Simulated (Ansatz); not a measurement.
Computed properties of SrAl$_{2}$H$_{2}$

SrAl2H2:
```cif
data_H2Al2Sr
_chemical_formula_sum 'H2 Al2 Sr1'
_space_group_name_H-M_alt 'P 1'
_space_group_IT_number 1
_cell_length_a 4.52202
_cell_length_b 4.52202
_cell_length_c 4.76691
_cell_angle_alpha 90.000
_cell_angle_beta 90.000
_cell_angle_gamma 120.000
loop_
_space_group_symop_operation_xyz
  'x, y, z'
loop_
_atom_site_label
_atom_site_type_symbol
_atom_site_fract_x
_atom_site_fract_y
_atom_site_fract_z
_atom_site_occupancy
H1 H 0.33333 0.66667 0.10294 1
H2 H 0.66667 0.33333 0.89706 1
Al1 Al 0.33333 0.66667 0.45924 1
Al2 Al 0.66667 0.33333 0.54076 1
Sr1 Sr 0.00000 0.00000 0.00000 1
```

Space group P-3m1 (No. 164); conventional cell a = 4.522 Å, b = 4.522 Å, c = 4.767 Å, α = 90.00°, β = 90.00°, γ = 120.00°.

Method: r²SCAN (plane waves, PAW; program Ansatz). Geometry: relaxed at this level of theory. Other levels are named where they apply.

### Cell and energy

* **Volume per atom**: 16.88 Å³
* **Density**: 2.82 g/cm³
* **Formation energy from the elements (no fitted shifts)**: -0.38 eV/atom

### Electronic structure

* **Electronic character**: metallic (no gap)
* **Density of states at the Fermi level**: 0.04 states/eV per atom (mean over ±0.08 eV)
* **Gap with spin–orbit coupling**: none (metallic)

### Mechanics

* **Bulk modulus (Birch–Murnaghan fit)**: 41.9 GPa
* **Pressure derivative B′**: 3.0

### Charges

- Bader charges = H -0.83, Al +0.10, Sr +1.46 e

The workflow started from an entry of the Crystallography Open Database (COD). Its standing as an ambient phase is unchecked. The r²SCAN relaxation kept the symmetry of its start; whether a distortion lowers the energy is not shown. The references are the lowest solids computed at this level, not always the standard phases (solids in place of the gases). Scalar-relativistic: spin–orbit coupling is off unless named, which matters more the heavier the elements.

Potentials: the later of the program's two PAW sets.
